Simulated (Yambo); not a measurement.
Quantum ESPRESSO input (LDA, PseudoDojo standard norm-conserving files, scalar-relativistic) whose wavefunctions are converted with p2y:

```
&CONTROL
  calculation = 'nscf'
  pseudo_dir = './pseudo'
  outdir = './out'
/
&SYSTEM
  ibrav = 0
  nat = 10
  ntyp = 4
  ecutwfc = 88.0
  ecutrho = 352.0
  occupations = 'fixed'
  force_symmorphic = .true.
  nbnd = 313
/
&ELECTRONS
  conv_thr = 1e-08
  diago_full_acc = .true.
  diago_thr_init = 1e-08
/
ATOMIC_SPECIES
H 1.0080 H.upf
Na 22.9898 Na.upf
In 114.8180 In.upf
Cs 132.9055 Cs.upf
CELL_PARAMETERS angstrom
  0.000000000000   4.427670000000   4.427670000000
  4.427670000000   0.000000000000   4.427670000000
  4.427670000000   4.427670000000   0.000000000000
ATOMIC_POSITIONS crystal
H   0.223020000000   0.776980000000   0.776980000000
H   0.776980000000   0.223020000000   0.223020000000
H   0.776980000000   0.223020000000   0.776980000000
H   0.223020000000   0.776980000000   0.223020000000
H   0.776980000000   0.776980000000   0.223020000000
H   0.223020000000   0.223020000000   0.776980000000
Na   0.500000000000   0.500000000000   0.500000000000
In   0.000000000000   0.000000000000   0.000000000000
Cs   0.250000000000   0.250000000000   0.250000000000
Cs   0.750000000000   0.750000000000   0.750000000000
K_POINTS automatic
1 1 1 0 0 0
```

Yambo's initialisation report on symmetry, reciprocal space, the k grid and the gaps on this mesh:

```
  [02.02] Symmetries
  ==================

  Inversion symmetry    : yes
  Spatial inversion     : yes
  Inversion index       :  25
  K-space Time-reversal : no
  Magnetic symmetries   : no
  Group table correct   : yes
  Symmetries units      :  [cc]

  [02.03] Reciprocal space
  ========================

  nG shells         :   834
  nG charge         :  130437
  nG WFs            :  16361
  nC WFs            :  16361
  G-vecs. in first 80 shells:  [ Number ]
     1    9   15   27   51   59   65   89  113
    137   169   181   229   259   283   307   331   339
    387   411   459   531   537   561   609   645   701
    725   749   821   869   893   941   965  1037  1067
   1139  1211  1243  1291  1363  1411  1459  1471  1591
   1639  1687  1759  1807  1837  1893  1917  1989  2085
   2109  2133  2229  2277  2397  2421  2445  2565  2637
   2685  2733  2741  2837  2891  2975  3071  3119  3143
    3215   3287   3383   3479   3527   3647   3695   3719
  ...
  Shell energy in first 80 shells:  [ mHa ]
    0.00000      211.467      281.956      563.912      775.379      845.868      1127.82      1339.29      1409.78
    1691.74      1903.20      2255.65      2467.12      2537.61      2819.56      3031.03      3101.52      3383.47
    3594.94      3665.43      3947.39      4158.85      4511.30      4722.76      4793.25      5075.21      5286.68
    5357.17      5639.12      5850.59      5921.08      6203.03      6414.50      6766.95      6978.41      7048.90
    7330.86      7542.33      7612.82      8106.24      8176.73      8458.68      8670.15      9022.60      9234.06
    9304.55      9586.51      9797.97      9868.46      10150.4      10361.9      10432.4      10714.3      10925.8
    11278.2      11489.7      11560.2      11842.2      12053.6      12124.1      12406.1      12617.5      12688.0
    12970.0      13181.4      13533.9      13745.4      13815.8      14097.8      14309.3      14379.8      14661.7
    14873.2      14943.7      15225.6      15437.1      15789.5      16001.0      16071.5      16353.5
  ...

  [02.04] K-grid lattice
  ======================

  Compatible Grid is   : 0D
  K lattice UC volume  :  0.211732 [a.u.]

  IBZ K-points                                      :  1
  BZ  K-points                                      :  1

  K/Q-points units:
  rlu = crystal or reduced units; cc = cartesian coordinates; iku = interal k-units

  K [1]          [rlu]:  0.000000  0.000000  0.000000
         WF components:  16361

  [02.05] Energies & Occupations
  ==============================

  [X] === General ===
  [X] Electronic Temperature                        :  0.000000  0.000000 [eV K]
  [X] Bosonic    Temperature                        :  0.000000  0.000000 [eV K]
  [X] Finite Temperature mode                       : no
  [X] El. density                                   :  0.26497E+24 [cm-3]
  [X] Fermi Level                                   :  3.697154 [eV]

  [X] === Gaps and Widths ===
  [X] Conduction Band Min                           :  1.347464 [eV]
  [X] Valence Band Max                              :  0.000000 [eV]
  [X] Filled Bands                                  :  23
  [X] Empty Bands                                   :   24  313
  [X] Direct Gap                                    :  1.347464 [eV]
  [X] Direct Gap localized at k                     :  1
```
The gaps are LDA values on this mesh alone; only operations without fractional translations are kept.

Spin-orbit coupling is not included.

Geometry of the Materials Project entry, not relaxed at this level.
